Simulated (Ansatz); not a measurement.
Input:

LaP:
```cif
data_LaP
_chemical_formula_sum 'P1 La1'
_space_group_name_H-M_alt 'P 1'
_space_group_IT_number 1
_cell_length_a 4.22756
_cell_length_b 4.22756
_cell_length_c 4.22756
_cell_angle_alpha 60.000
_cell_angle_beta 60.000
_cell_angle_gamma 60.000
loop_
_space_group_symop_operation_xyz
  'x, y, z'
loop_
_atom_site_label
_atom_site_type_symbol
_atom_site_fract_x
_atom_site_fract_y
_atom_site_fract_z
_atom_site_occupancy
P1 P 0.50000 0.50000 0.50000 1
La1 La 0.00000 0.00000 0.00000 1
```

This is the PBEsol-relaxed structure.

### Question
All from PBEsol (plane waves, PAW; program Ansatz), unless another level is named. Give the Poisson's ratio.

### Answer
0.25.

### Question
And the highest zone-centre frequency?

### Answer
173 cm⁻¹.

Space group Fm-3m (rock salt). The workflow started from an entry of the Crystallography Open Database (COD). Whether it is the stable phase at ambient conditions was not checked. The PBEsol relaxation kept the symmetry of its start; of distortions, only those at the zone centre were tested. As this level gives no gap, phonon frequencies hold no LO–TO term and depend on the k-mesh and smearing (Fermi–Dirac, 0.1 eV here). Spin–orbit coupling is left out wherever it is not named.

Potentials: the later of the program's two PAW sets.
